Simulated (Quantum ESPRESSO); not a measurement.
Zn2AlFO3, input and log of a self-consistent run

Computed values, not a measurement. The program is pw.x of Quantum ESPRESSO 7.5 (plane-wave density functional theory). The cell is made up: 7 atoms on a zincblende/diamond lattice with one site empty, with randomly drawn elements, strain and displacements, not relaxed. PseudoDojo standard norm-conserving files (v0.5 for PBE, v0.4.1 for LDA and PBEsol) set the functional; there is no spin polarisation, spin-orbit coupling or dispersion term, and the masses in the input are unused placeholders.

Input:

```
&control calculation='scf', pseudo_dir='./dojo.nc.sr.pbe.v0_5.standard.upf', outdir='./o', disk_io='low', tprnfor=.true., tstress=.true. /
&system ibrav=0, nat=7, ntyp=4, nbnd=40, ecutwfc=105.61755193, nosym=.true., tot_charge=0,
 occupations='smearing', smearing='fd', degauss=0.0018374661
/
&electrons conv_thr=7.350e-09, electron_maxstep=60, /
ATOMIC_SPECIES
Al 1.0 Al.upf
F 1.0 F.upf
O 1.0 O.upf
Zn 1.0 Zn.upf
CELL_PARAMETERS angstrom
4.53 0.0338 0.0206
0.0338 4.4725 0.072
0.0206 0.072 4.5431
ATOMIC_POSITIONS angstrom
Zn -0.0668 0.0138 0.0394
Al 2.3239 0.1307 2.3731
Zn 2.2443 2.259 0.0137
F 1.1219 1.1626 1.0921
O 1.1238 3.3666 3.5435
O 3.2775 1.117 3.5137
O 3.3691 3.4216 1.2222
K_POINTS automatic
6 6 6 1 1 1
```

The log is shortened where brackets say so; the opening notice, blank lines, dates and the lines on written files are dropped, and the path of the files is cut. It prints rydbergs, bohrs and kilobars, and counts compression as positive stress. With no partly filled state, the Fermi energy that it prints is only some level between the filled and the empty states on the mesh, and need not lie in the true gap.

```
     Program PWSCF v.7.5
     Parallel version (MPI & OpenMP), running on       4 processor cores
     Number of MPI processes:                 4
     Threads/MPI process:                     1
     [start-up lines left out]
     bravais-lattice index     =            0
     lattice parameter (alat)  =       8.5608  a.u.
     unit-cell volume          =     620.9457 (a.u.)^3
     number of atoms/cell      =            7
     number of atomic types    =            4
     number of electrons       =        68.00
     number of Kohn-Sham states=           40
     kinetic-energy cutoff     =     105.6176  Ry
     charge density cutoff     =     422.4702  Ry
     scf convergence threshold =      7.3E-09
     mixing beta               =       0.7000
     number of iterations used =            8  plain     mixing
     Exchange-correlation= PBE
                           (   1   4   3   4   0   0   0)
     [axes and pseudopotential details left out]
   Cartesian axes
     site n.     atom                  positions (alat units)
         1        Zn     tau(   1) = (  -0.0147456   0.0030462   0.0086972  )
         2        Al     tau(   2) = (   0.5129826   0.0288510   0.5238431  )
         3        Zn     tau(   3) = (   0.4954116   0.4986565   0.0030242  )
         4        F      tau(   4) = (   0.2476506   0.2566348   0.2410725  )
         5        O      tau(   5) = (   0.2480700   0.7431504   0.7821997  )
         6        O      tau(   6) = (   0.7234823   0.2465690   0.7756216  )
         7        O      tau(   7) = (   0.7437023   0.7552913   0.2697910  )
     number of k points=   108  Fermi-Dirac smearing, width (Ry)=  0.0018
     Number of k-points >= 100: set verbosity='high' to print them.
     Dense  grid:    91017 G-vectors     FFT dimensions: (  60,  60,  60)
     Estimated max dynamical RAM per process >     308.68 MB
     Estimated total dynamical RAM >       1.14 GB
     Initial potential from superposition of free atoms
     starting charge      67.9973, renormalised to      68.0000
     Starting wfcs are   40 randomized atomic wfcs
     total cpu time spent up to now is       13.2 secs
     per-process dynamical memory:   267.4 Mb
     Self-consistent Calculation
     iteration #  1     ecut=   105.62 Ry     beta= 0.70
     Davidson diagonalization with overlap
     ethr =  1.00E-02,  avg # of iterations =  4.2
     total cpu time spent up to now is       56.3 secs
     total energy              =    -988.77338304 Ry
     estimated scf accuracy    <       1.69933409 Ry
     iteration #  2     ecut=   105.62 Ry     beta= 0.70
     Davidson diagonalization with overlap
     ethr =  2.50E-03,  avg # of iterations =  3.0
     total cpu time spent up to now is       95.7 secs
     total energy              =    -989.02681449 Ry
     estimated scf accuracy    <       2.91520819 Ry
     iteration #  3     ecut=   105.62 Ry     beta= 0.70
     Davidson diagonalization with overlap
     ethr =  2.50E-03,  avg # of iterations =  2.0
     total cpu time spent up to now is      129.4 secs
     total energy              =    -989.57833749 Ry
     estimated scf accuracy    <       0.07125465 Ry
     iteration #  4     ecut=   105.62 Ry     beta= 0.70
     Davidson diagonalization with overlap
     ethr =  1.05E-04,  avg # of iterations =  2.6
     total cpu time spent up to now is      163.4 secs
     total energy              =    -989.59323316 Ry
     estimated scf accuracy    <       0.00916517 Ry
     iteration #  5     ecut=   105.62 Ry     beta= 0.70
     Davidson diagonalization with overlap
     ethr =  1.35E-05,  avg # of iterations =  4.1
     total cpu time spent up to now is      200.0 secs
     total energy              =    -989.59402355 Ry
     estimated scf accuracy    <       0.00283285 Ry
     [iterations 6 to 7 left out]
     iteration #  8     ecut=   105.62 Ry     beta= 0.70
     Davidson diagonalization with overlap
     ethr =  1.53E-08,  avg # of iterations =  2.1
     total cpu time spent up to now is      300.2 secs
     total energy              =    -989.59466811 Ry
     estimated scf accuracy    <       0.00000183 Ry
     iteration #  9     ecut=   105.62 Ry     beta= 0.70
     Davidson diagonalization with overlap
     ethr =  2.69E-09,  avg # of iterations =  2.0
     total cpu time spent up to now is      332.3 secs
     total energy              =    -989.59466835 Ry
     estimated scf accuracy    <       0.00000034 Ry
     iteration # 10     ecut=   105.62 Ry     beta= 0.70
     Davidson diagonalization with overlap
     ethr =  5.05E-10,  avg # of iterations =  2.0
     total cpu time spent up to now is      365.4 secs
     total energy              =    -989.59466839 Ry
     estimated scf accuracy    <       0.00000011 Ry
     iteration # 11     ecut=   105.62 Ry     beta= 0.70
     Davidson diagonalization with overlap
     ethr =  1.66E-10,  avg # of iterations =  2.0
     total cpu time spent up to now is      397.6 secs
     total energy              =    -989.59466840 Ry
     estimated scf accuracy    <       0.00000001 Ry
     iteration # 12     ecut=   105.62 Ry     beta= 0.70
     Davidson diagonalization with overlap
     ethr =  1.52E-11,  avg # of iterations =  2.2
     total cpu time spent up to now is      432.5 secs
     End of self-consistent calculation
     Number of k-points >= 100: set verbosity='high' to print the bands.
     the Fermi energy is     6.5301 ev
!    total energy              =    -989.59466841 Ry
     estimated scf accuracy    <          5.0E-09 Ry
     smearing contrib. (-TS)   =      -0.00000000 Ry
     internal energy E=F+TS    =    -989.59466841 Ry
     The total energy is F=E-TS. E is the sum of the following terms:
     one-electron contribution =    -833.04483201 Ry
     hartree contribution      =     439.41485537 Ry
     xc contribution           =    -128.36720685 Ry
     ewald contribution        =    -467.59748491 Ry
     convergence has been achieved in  12 iterations
     Forces acting on atoms (cartesian axes, Ry/au):
     atom    1 type  4   force =    -0.00754731   -0.05932576   -0.03556289
     atom    2 type  1   force =    -0.00091440   -0.10777673    0.00602327
     atom    3 type  4   force =     0.06482603    0.06087783   -0.00430217
     atom    4 type  2   force =     0.02274333   -0.04669908    0.09876869
     atom    5 type  3   force =     0.03084296    0.11574316   -0.07470858
     atom    6 type  3   force =    -0.03295471   -0.02550503   -0.06017369
     atom    7 type  3   force =    -0.07699590    0.06268563    0.06995537
     Total force =     0.277331     Total SCF correction =     0.000192
     Computing stress (Cartesian axis) and pressure
          total   stress  (Ry/bohr**3)                   (kbar)     P=      -15.30
  -0.00001784   0.00002429   0.00020740           -2.62        3.57       30.51
   0.00002429  -0.00017106  -0.00034557            3.57      -25.16      -50.83
   0.00020740  -0.00034557  -0.00012315           30.51      -50.83      -18.12
     init_run     :     12.27s CPU     12.82s WALL (       1 calls)
     electrons    :    408.91s CPU    419.28s WALL (       1 calls)
     forces       :      8.57s CPU      8.79s WALL (       1 calls)
     stress       :     28.54s CPU     29.01s WALL (       1 calls)
     [timing details left out]
     PWSCF        :   7m38.88s CPU   7m50.84s WALL
     JOB DONE.
```

In other units: free energy -13464.121 eV for the cell, pressure -1.53 GPa, largest force component 2.976 eV/Å. This run is the check on a run of the same cell at 1143 eV and a 4 x 4 x 4 mesh: rerunning at 1437 eV and a 6 x 6 x 6 mesh moved values by no more than 0.002 eV in energy, 0.03 GPa in stress and 0.002 eV/Å in force.